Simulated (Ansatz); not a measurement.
A geometry of HfO2 away from equilibrium: step 2 of the relaxation of a relaxed HfO2 cell shaken by Gaussian noise of σ = 0.08 Å a coordinate. Calculation: PBEsol (plane waves to 420 eV, PAW, scalar-relativistic; Ansatz, a quantum-chemistry and plane-wave program). Γ-centred k-mesh 4×4×2 on the run's cell (coarser than for final values), Fermi–Dirac smearing 0.05 eV. The plane waves were selected for a different cell earlier on the path.

```
CELL_PARAMETERS angstrom
      6.23435     0.00598    -0.00712
     -3.11200     5.45747     0.02085
     -0.01161     0.03258    10.30799
ATOMIC_POSITIONS crystal
  Hf 0.32987 0.67191 0.06525
  Hf 0.66538 0.32131 0.56298
  Hf 0.66149 0.33748 0.93267
  Hf 0.32596 0.65377 0.44388
  O  0.31968 0.66103 0.25097
  O  0.65271 0.33147 0.74369
  O  0.50386 0.00226 0.00133
  O  0.49101 0.48227 0.49583
  O  0.00552 0.50079 0.98900
  O  0.49241 0.99417 0.50845
  O  0.50022 0.50595 0.99637
  O  0.99905 0.48822 0.50480
```

Question: What forces act on the atoms (eV/Å)?

Answer: 
```csv
atom,Fx,Fy,Fz
Hf1,0.41,-0.45,-0.57
Hf2,-0.97,0.55,-0.79
Hf3,0.88,-0.50,0.12
Hf4,0.41,1.58,-1.56
O5,-0.02,-0.03,1.25
O6,-0.03,0.04,1.92
O7,-0.17,0.82,-0.23
O8,0.31,-0.08,0.11
O9,-0.67,-0.14,-0.07
O10,0.17,-1.97,-0.58
O11,-0.39,0.28,0.34
O12,0.08,-0.09,0.06
```

The path ends in Cmc2₁ (No. 36) at a tolerance of 0.01 Å, P6₃/mmc (No. 194) at 0.1 Å. No spin polarisation in the result.

The end of the path is a generated cell of HfO2: the first start was made by placing the elements on the sites of a structure type, and the end was not matched to a known phase here, so it may be hypothetical. Known forms of HfO2 include space group No. 14, 29, 137, 225.
